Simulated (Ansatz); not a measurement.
## Competing collinear orders in Ni (Fm-3m)

The geometry is a structure as deposited in COD, repeated to hold the magnetic orders, held fixed and not relaxed.

The runs share LDA, 12×9×6 k mesh, Fermi–Dirac smearing of 0.1 eV. PAW means Ansatz 0.2.0 on its default frozen-core files; LAPW is all-electron LAPW in Ansatz 0.2.0. Site moments are integrated in spheres about the atoms, whose radii differ between the methods.

The first input and its command:

```yaml
crystal:
  lattice:
    - [0.0, 1.761935, 1.761935]
    - [-3.52387, 0.0, 0.0]
    - [0.0, -3.52387, 3.52387]
  atoms:
    - { symbol: Ni, position: [0.0, 0.0, 0.0], spin: 1.5 }
    - { symbol: Ni, position: [0.0, 0.0, 0.5], spin: 1.5 }
    - { symbol: Ni, position: [0.5, 0.5, 0.25], spin: 1.5 }
    - { symbol: Ni, position: [0.5, 0.5, 0.75], spin: 1.5 }
magnetization:
  spin_polarized: true
kpoints:
  mp_grid: { grid: [12, 9, 6] }
scf:
  occupations: { method: fermi_dirac, width: 0.1 }
  lower_state_search: "off"
hamiltonian:
  xc: lda
  pseudopotentials: { kind: paw }
output:
  forces: true
  stress: true
  eigenvalues: true
  populations: true
```

Command: `ansatz run input.yaml --threads 2 --pin off --max-ram 6144MiB --backend cpu --events-out ev --progress --plain --runs-dir out`

The input for «start Ni1↑ Ni2↑ Ni3↑ Ni4↓» by LAPW differs from it in these lines, output keys apart:

```diff
-    - { symbol: Ni, position: [0.0, 0.0, 0.0], spin: 1.5 }
-    - { symbol: Ni, position: [0.0, 0.0, 0.5], spin: 1.5 }
-    - { symbol: Ni, position: [0.5, 0.5, 0.25], spin: 1.5 }
-    - { symbol: Ni, position: [0.5, 0.5, 0.75], spin: 1.5 }
+    - { symbol: Ni, position: [0.0, 0.0, 0.0], spin: 0.6 }
+    - { symbol: Ni, position: [0.0, 0.0, 0.5], spin: 0.6 }
+    - { symbol: Ni, position: [0.5, 0.5, 0.25], spin: 0.6 }
+    - { symbol: Ni, position: [0.5, 0.5, 0.75], spin: -0.6 }
-  pseudopotentials: { kind: paw }
+  pseudopotentials: { kind: all_electron, lapw: { basis_error: 0.0005 } }
```

Energies count from the run that starts all moments parallel. Patterns list the atoms that start with 0.5 μB or more.

| start | ΔF PAW (meV/atom) | ΔF LAPW (meV/atom) | largest moment, PAW (μB) | M, PAW (μB/cell) | order at the end, PAW | P, PAW (GPa) |
| --- | --- | --- | --- | --- | --- | --- |
| Ni1↑, Ni2↑, Ni3↑, Ni4↑ | 0.0 | 0.0 | 0.63 | 2.42 | kept | -17.5 |
| Ni1↑, Ni2↑, Ni3↑, Ni4↓ | 0.0 | 0.0 | 0.63 | 2.42 | changed | -17.5 |
| Ni1↑, Ni2↓, Ni3↑, Ni4↓ | +24.3 | +24.2 | 0.00 | 0.00 | moments lost | -18.4 |
| no spin polarisation | +24.3 | – | 0.00 | 0.00 | – | -18.4 |

The lowest of these ends as follows. Site moments (μB): Ni1 0.63, Ni2 0.63, Ni3 0.63, Ni4 0.63. Cell moment 2.42 μB. Orders of other supercells weren't tried and can lie lower.

The start Ni1↑, Ni2↑, Ni3↑, Ni4↓ ends so. Site moments (μB): Ni1 0.63, Ni2 0.63, Ni3 0.63, Ni4 0.63. Cell moment 2.42 μB.

The PAW files were made with PBE; the program remakes their cores once for the run's functional and then keeps them frozen. The Ansatz runs typed with the search for lower states off end where their start leads. These are results for the start and cell typed. The real compound can order otherwise, in a larger cell, or not at all, since semilocal functionals at zero temperature often overstate magnetism. Left out because it may lie on a higher state: PAW, start Ni1↑ Ni2↑ Ni3↓ Ni4↓.
